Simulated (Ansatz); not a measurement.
MoS₂:
```
CELL_PARAMETERS angstrom
      3.17410     0.00000     0.00000
     -1.58705     2.74885     0.00000
      0.00000     0.00000    12.48679
ATOMIC_POSITIONS crystal
  Mo 0.33333 0.66667 0.25000
  Mo 0.66667 0.33333 0.75000
  S  0.33333 0.66667 0.62561
  S  0.66667 0.33333 0.12561
  S  0.66667 0.33333 0.37439
  S  0.33333 0.66667 0.87439
```

Relaxed with r²SCAN+D4. Special points in fractions of this cell's reciprocal vectors: Γ (0.000, 0.000, 0.000); M (0.500, 0.000, 0.000); K (0.333, 0.333, 0.000); A (0.000, 0.000, 0.500); L (0.500, 0.000, 0.500); H (0.333, 0.333, 0.500).

**Question.** List the band energies nearest the valence-band maximum at these points for the program Ansatz at the r²SCAN+D4 level (PAW).

**Answer.** In eV from the valence-band maximum; about four levels below and three above (degenerate sets whole), none deeper than 8.9 eV; points with the same levels are listed once.

```json
[
 {"k": "Γ", "below": "-2.32 -2.32 -1.39 -1.09 0.00", "above": "2.25 2.25 2.27 2.27"},
 {"k": "M", "below": "-1.88 -1.72 -1.42 -1.31", "above": "1.69 1.73 2.12"},
 {"k": "K", "below": "-2.86 -2.86 -0.80 -0.66", "above": "1.07 1.07 2.11"},
 {"k": "A", "below": "-2.34 -2.34 -2.34 -2.34 -0.29 -0.29", "above": "2.26 2.26 2.26 2.26"},
 {"k": "L", "below": "-1.80 -1.80 -1.36 -1.36", "above": "1.71 1.71 2.24 2.24"},
 {"k": "H", "below": "-3.00 -3.00 -0.74 -0.74", "above": "1.08 1.08 2.53 2.53"}
]
```

Space group P6_3/mmc. The r²SCAN+D4 relaxation kept the symmetry of its start; phonons on a q-mesh show no instability. No spin polarisation was allowed. Scalar-relativistic: spin–orbit coupling is off unless named, which matters more the heavier the elements.

Potentials: the later of the program's two PAW sets.
